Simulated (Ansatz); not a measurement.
Crystals of one structure type (Cu3Au type) and one family of elements, relaxed and computed with PBEsol in the plane-wave PAW code Ansatz.

```json
[
 {"crystal": "ScGa3", "V (Å³/atom)": "16.59", "K_Hill (GPa)": "82.4"},
 {"crystal": "ScAl3", "V (Å³/atom)": "16.87", "K_Hill (GPa)": "?"},
 {"crystal": "YTl3", "V (Å³/atom)": "25.58", "K_Hill (GPa)": "57.0"},
 {"crystal": "La3In", "V (Å³/atom)": "30.63", "K_Hill (GPa)": "43.6"}
]
```

### Question
Fit a straight line to ln K against ln V and predict the withheld value.

### Answer
Least squares on the 3 shown rows: ln K = -1.00 × ln V + (7.234), with a scatter of 4 %. For ScAl3 this gives 82.1. The run itself gave 91.9, outside the scatter: the line misses something about this case.

Standing as an ambient phase not checked: ScGa3, Cu3Au type; YTl3, Cu3Au type; La3In, Cu3Au type. All cells were relaxed under the symmetry of their starts (and spin orders); stability against distortions was not tested throughout. Rows with no word on spin ran without spin polarisation. Spin–orbit coupling is left out wherever it is not named.

Potentials: the later of the program's two PAW sets.
